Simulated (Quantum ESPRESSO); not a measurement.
# Kohn-Sham bands of Sr2MgH6 (P-3m1)

```xyz
9
Lattice="5.4754 0.0000 0.0000 -2.7377 4.7419 0.0000 0.0000 0.0000 4.1885" Properties=species:S:1:pos:R:3 pbc="T T T"
Sr    -2.7377     1.5806     1.1038
Sr     2.7377    -1.5806    -1.1038
Mg     0.0000     0.0000     0.0000
H      0.0000    -1.6743    -0.9832
H      0.0000     1.6743     0.9832
H      1.4500     0.8371    -0.9832
H     -1.4500    -0.8371     0.9832
H     -1.4500     0.8371    -0.9832
H      1.4500    -0.8371     0.9832
```

Materials Project entry mp-644225; symmetrised, unrelaxed at this level. Not found in the COD (Crystallography Open Database) copy used; not checked further. Level: PBEsol, no spin polarisation, no spin-orbit coupling; pw.x of Quantum ESPRESSO at 68 Ry with PseudoDojo potentials, 4×4×4 k-points, Wannier90. Density: 12×12×8 mesh, cold smearing 0.01 Ry.

The lattice is scaled uniformly by ε, fractional positions fixed (axis ratios and free coordinates are held, so this isn't the response to pressure); Kohn-Sham values from pw.x, the row at 1.0 % withheld:

```json
[
 {"ε (%)": "-3.0", "gap (eV)": "2.591", "width of the top valence group (eV)": "6.591", "direct gap at Γ (eV)": "3.017", "direct gap at K (eV)": "3.161"},
 {"ε (%)": "-1.0", "gap (eV)": "2.548", "width of the top valence group (eV)": "6.345", "direct gap at Γ (eV)": "2.971", "direct gap at K (eV)": "3.192"},
 {"ε (%)": "0.0", "gap (eV)": "2.518", "width of the top valence group (eV)": "6.231", "direct gap at Γ (eV)": "2.944", "direct gap at K (eV)": "3.204"},
 {"ε (%)": "1.0", "gap (eV)": "?", "width of the top valence group (eV)": "?", "direct gap at Γ (eV)": "?", "direct gap at K (eV)": "?"},
 {"ε (%)": "3.0", "gap (eV)": "2.409", "width of the top valence group (eV)": "5.912", "direct gap at Γ (eV)": "2.852", "direct gap at K (eV)": "3.228"}
]
```

Task: Fit y = y₀ + bε + cε² to the rows at -3.0, 0 and 3.0 %, check it on the fourth row, and predict the withheld one.

Result: 
- gap (eV): b = (2.409 − 2.591)/6 = -0.0303, c = (2.409 + 2.591 − 2×2.518)/18 = -0.00200. Check at -1.0 %: 2.546 for 2.548. Prediction 2.486; the run gives 2.484.
- width of the top valence group (eV): b = (5.912 − 6.591)/6 = -0.1132, c = (5.912 + 6.591 − 2×6.231)/18 = 0.00228. Check at -1.0 %: 6.346 for 6.345. Prediction 6.120; the run gives 6.124.
- direct gap at Γ (eV): b = (2.852 − 3.017)/6 = -0.0275, c = (2.852 + 3.017 − 2×2.944)/18 = -0.00106. Check at -1.0 %: 2.970 for 2.971. Prediction 2.915; the run gives 2.916.
- direct gap at K (eV): b = (3.228 − 3.161)/6 = 0.0112, c = (3.228 + 3.161 − 2×3.204)/18 = -0.00106. Check at -1.0 %: 3.192 for 3.192. Prediction 3.214; the run gives 3.214.
